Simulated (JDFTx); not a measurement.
An input for a modified build of JDFTx (C2HF4 (SMILES F[CH]C(F)(F)F), charge 0, multiplicity 2, linear PCM (GLSSA13), carbon disulfide, no salt; bohr, hartree) and the course of its log:

```
lattice \
  24.5664396201 0.0000000000 0.0000000000 \
  0.0000000000 23.1491450267 0.0000000000 \
  0.0000000000 0.0000000000 23.1491450267
coords-type Cartesian
ion F -2.6154811312 2.0402572378 -0.3054847526 0
ion C -1.2386244125 -0.0423254671 -0.4415819917 0
ion C 1.5539209913 0.1837643758 -0.3483876510 0
ion F 2.4422621199 0.8406176394 1.9579866969 0
ion F 2.4767344567 1.9051325910 -1.9579866969 0
ion F 2.6154811312 -2.0402572378 -0.9126768013 0
ion H -2.2214292510 -1.8122086122 -0.2962813942 0
ion-species pseudo/f_pbe_v1.4.upf
ion-species pseudo/c_pbe_v1.2.upf
ion-species pseudo/h_pbe_v1.4.upf
core-overlap-check none
elec-cutoff 20 100
elec-ex-corr gga-PBE
symmetries none
elec-n-bands 19
spintype z-spin
elec-initial-magnetization 1 yes
electronic-scf nIterations 100 energyDiffThreshold 1e-08
fluid LinearPCM
pcm-variant GLSSA13
fluid-solvent CarbonDisulfide
fluid-minimize nIterations 400 knormThreshold 1e-11
wavefunction read s0.wfns 22
dump-name s7.$VAR
dump End State Ecomponents EigStats BandEigs Forces ElecDensity IonicPositions FluidDebug
```

```
[one cycle in 5 is shown, and the last three; fluid-solver lines are left out]
SCF: Cycle:  0   Etot: -89.889188636647958   dEtot: +1.930e+01   |Residual|: 1.677e+00   |deigs|: 1.878e-01
SCF: Cycle:  5   Etot: -109.140450248783253   dEtot: -4.799e-02   |Residual|: 2.674e-01   |deigs|: 3.024e-02
SCF: Cycle: 10   Etot: -109.185763359403722   dEtot: -2.365e-03   |Residual|: 8.262e-02   |deigs|: 1.027e-02
SCF: Cycle: 15   Etot: -108.862367245216717   dEtot: -7.898e-02   |Residual|: 2.500e-01   |deigs|: 2.390e-02
SCF: Cycle: 20   Etot: -108.841041657138348   dEtot: -2.173e-02   |Residual|: 2.539e-01   |deigs|: 3.311e-03
SCF: Cycle: 25   Etot: -109.156498279232537   dEtot: -1.443e-01   |Residual|: 1.428e-01   |deigs|: 2.471e-02
SCF: Cycle: 30   Etot: -107.895604104841667   dEtot: +1.294e+00   |Residual|: 5.007e-01   |deigs|: 1.314e-02
SCF: Cycle: 35   Etot: -108.858188125408958   dEtot: +4.349e-03   |Residual|: 2.311e-01   |deigs|: 2.600e-03
SCF: Cycle: 40   Etot: -109.061286402493565   dEtot: -2.136e-01   |Residual|: 1.471e-01   |deigs|: 4.337e-02
SCF: Cycle: 45   Etot: -109.189684480453082   dEtot: -7.839e-04   |Residual|: 4.082e-02   |deigs|: 3.050e-03
SCF: Cycle: 50   Etot: -108.264311756500746   dEtot: +6.099e-01   |Residual|: 3.655e-01   |deigs|: 1.883e-02
SCF: Cycle: 55   Etot: -108.860369069938301   dEtot: -2.241e-03   |Residual|: 2.169e-01   |deigs|: 1.651e-03
SCF: Cycle: 60   Etot: -109.188556818446472   dEtot: -2.190e-03   |Residual|: 5.345e-02   |deigs|: 4.580e-03
SCF: Cycle: 65   Etot: -109.190144740067865   dEtot: -3.351e-04   |Residual|: 3.381e-02   |deigs|: 1.218e-03
SCF: Cycle: 70   Etot: -107.118379543374573   dEtot: -3.262e-01   |Residual|: 4.760e-01   |deigs|: 3.679e-02
SCF: Cycle: 75   Etot: -106.716891598766182   dEtot: +3.401e-01   |Residual|: 5.034e-01   |deigs|: 2.753e-02
SCF: Cycle: 80   Etot: -109.162476181784243   dEtot: -7.095e-02   |Residual|: 1.498e-01   |deigs|: 1.348e-02
SCF: Cycle: 85   Etot: -109.188878733687559   dEtot: -8.327e-04   |Residual|: 3.946e-02   |deigs|: 4.366e-03
SCF: Cycle: 90   Etot: -108.952094457083490   dEtot: -7.154e-03   |Residual|: 2.581e-01   |deigs|: 7.223e-03
SCF: Cycle: 95   Etot: -109.016810242794620   dEtot: -2.464e-01   |Residual|: 1.797e-01   |deigs|: 5.061e-02
SCF: Cycle: 97   Etot: -109.177455574078039   dEtot: -3.250e-02   |Residual|: 1.001e-01   |deigs|: 6.325e-03
SCF: Cycle: 98   Etot: -109.184806752858819   dEtot: -7.351e-03   |Residual|: 7.608e-02   |deigs|: 3.379e-03
SCF: Cycle: 99   Etot: -109.187889599029859   dEtot: -3.083e-03   |Residual|: 5.092e-02   |deigs|: 3.938e-03
SCF: None of the convergence criteria satisfied after 100 iterations.
IonicMinimize: Iter:   0  Etot: -109.187889599029859  |grad|_K:  0.000e+00
IonicMinimize: Converged (|grad|_K<1.000000e-04).
```

This run gave no converged result. The electronic loop ended without meeting its threshold, so the last energy, chemical potential and forces aren't results.
